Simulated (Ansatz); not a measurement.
The cell comes from COD entry 1523398, which wasn't checked; take it as a given geometry. The listed cell was then made from it by scaling, straining or moving an atom.

An input for NbRu: DFT, PBEsol, all-electron PAW with datasets made for the crystal, scalar-relativistic (Ansatz 0.2.0).

Command: `ansatz run input.yaml --threads 1 --pin off --max-ram 3072MiB --backend cpu --events-out ev --progress --plain --runs-dir out` The run took 25 s on 1 thread of Arm Neoverse V1 (shared host), peak memory 0.68 GiB.

```yaml
crystal:
  lattice:
    - [3.184, 0.03184, 0.03184]
    - [0.03184, 3.184, 0.03184]
    - [0.03184, 0.03184, 3.184]
  atoms:
    - { symbol: Nb, position: [0.0, 0.0, 0.0] }
    - { symbol: Ru, position: [0.5, 0.5, 0.5] }
kpoints:
  mp_grid: { grid: [11, 11, 11] }
scf:
  occupations: { method: fermi_dirac, width: 0.03 }
hamiltonian:
  xc: pbesol
  pseudopotentials: { kind: all_electron, datasets: crystal }
output:
  forces: true
  stress: true
  eigenvalues: true
  efg: { contact_densities: true }
```

Set-up and iterations as logged by Ansatz (the results part is left out, to be predicted):

```
hamiltonian.pseudopotentials.datasets: crystal makes datasets for this crystal and solves the spheres of its atoms anew in each pass: cutoff 260.0 eV, the density's 1040.0 eV; for an error of 0.50 meV an atom under PBE, 1.0 meV for the cell; an energy difference from a run of another recipe may be off by several times the error for the cell, under r2SCAN by more, where some 0.1 meV an atom stays at smaller errors; Nb in spheres of 1.365 Å, 13 of its electrons in bands; Ru in spheres of 1.371 Å, 16 of its electrons in bands
band count auto-derived: 21 (N_el = 29.0; filled up to band 15; 19 by the electrons, moments and atoms)
Engine: ansatz 0.2.0
Pseudopotentials: kind: all_electron
Pseudopotential: Nb, paw, valence charge 13, recommended cutoff 260 eV (normal), Koelling and Harmon's equation, gaussian nucleus
Pseudopotential: Ru, paw, valence charge 16, recommended cutoff 260 eV (normal), Koelling and Harmon's equation, gaussian nucleus
Functional definition: PBEsol
  exchange = pbesol_x
  correlation = pbesol_c
Crystal: 2 atoms, lattice volume = 32.269 Å³
Basis set: ecut = 260 eV, 305 PW (Γ), exchange–correlation on 36×36×36 points (8 copies of the dense FFT grid, shifted against one another)
Bands: 21, of which v1, the nominal top of the filled ones, is band 15 counted from 1 (14 counted from 0)
Symmetry: 12 space group operations
Space group: R-3m (ITA 166), of the structure as read, at distance tolerance 3.2e-5 Å
k-points: 146 of 1331
Non-local potential: Nb, projectors of the file, l = 0: 2, l = 1: 2, l = 2: 2
Non-local potential: Ru, projectors of the file, l = 0: 2, l = 1: 2, l = 2: 2
PAW form: soft (Blöchl's): semilocal exchange-correlation on the pseudo side does not see the compensation charge
PAW one-centre angular grid: Nb, 590 points (default); XC on its mesh's 1887 points in the sphere
PAW one-centre angular grid: Ru, 590 points (default); XC on its mesh's 1879 points in the sphere
Initial density: superposition of atomic densities (neutral atoms: chi_scale 0, normalization atom)
Initial wavefunctions: pseudopotential atomic-orbital guess
Functional: x = pbesol(κ = 0.804, μ = 0.12345679012345678), c = pbesol(β = 0.046)
iter 1 solved again at ethr=1.47e-2 eV; its pass at ethr=1.00e-1 eV (dr2=4.26e0 eV) is discarded
SCF iter   1: F=—  HF=-227123.584438 eV  |F-HF|=—  |Δ(HF+E_count)|=         —  Δρ=1.12e-1  dr2=4.36e0  ethr=1.47e-2  ⟨swp⟩=2.3  Hψ=15424  notcnv=0
SCF iter   2: F=—  HF=-227122.759158 eV  |F-HF|=—  |Δ(HF+E_count)|=   8.25e-1  Δρ=6.48e-2  dr2=1.68e0  ethr=1.47e-2  ⟨swp⟩=2.0  Hψ=6132  notcnv=0
SCF iter   3: F=—  HF=-227123.727523 eV  |F-HF|=—  |Δ(HF+E_count)|=   9.68e-1  Δρ=1.76e-1  dr2=1.82e1  ethr=5.79e-3  ⟨swp⟩=3.7  Hψ=8613  notcnv=0  defer=2  recentre
SCF iter   4: F=—  HF=-227122.102721 eV  |F-HF|=—  |Δ(HF+E_count)|=    1.62e0  Δρ=1.96e-2  dr2=1.78e-1  ethr=5.79e-3  ⟨swp⟩=3.2  Hψ=7757  notcnv=0
iter 5 solved again at ethr=2.26e-5 eV; its pass at ethr=6.15e-4 eV (dr2=6.56e-3 eV) is discarded
SCF iter   5: F=—  HF=-227122.170881 eV  |F-HF|=—  |Δ(HF+E_count)|=   6.82e-2  Δρ=4.69e-3  dr2=6.53e-3  ethr=2.26e-5  ⟨swp⟩=2.2  Hψ=13170  notcnv=0
SCF iter   6: F=—  HF=-227122.174881 eV  |F-HF|=—  |Δ(HF+E_count)|=   4.00e-3  Δρ=2.01e-3  dr2=1.33e-3  ethr=2.25e-5  ⟨swp⟩=3.0  Hψ=6907  notcnv=0
SCF iter   7: F=—  HF=-227122.176212 eV  |F-HF|=—  |Δ(HF+E_count)|=   1.33e-3  Δρ=2.58e-4  dr2=1.58e-5  ethr=4.58e-6  ⟨swp⟩=3.0  Hψ=7314  notcnv=0
SCF iter   8: F=—  HF=-227122.176210 eV  |F-HF|=—  |Δ(HF+E_count)|=   2.16e-6  Δρ=1.05e-4  dr2=4.01e-6  ethr=5.44e-8  ⟨swp⟩=3.0  Hψ=6299  notcnv=0
SCF iter   9: F=—  HF=-227122.176209 eV  |F-HF|=—  |Δ(HF+E_count)|=   1.96e-7  Δρ=1.80e-5  dr2=8.95e-8  ethr=1.38e-8  ⟨swp⟩=2.0  Hψ=5270  notcnv=0
SCF iter  10: F=-227122.176209 eV  HF=-227122.176209 eV  |F-HF|=5.76e-9  |Δ(HF+E_count)|=   2.34e-8  Δρ=5.18e-6  dr2=8.14e-9  ethr=3.08e-10  ⟨swp⟩=3.0  Hψ=5928  notcnv=0
```

Spin polarisation is left out, and whether a magnetic state lies lower isn't shown here.

Q: What pressure will this run report?

A: -9.75 GPa (positive in compression).
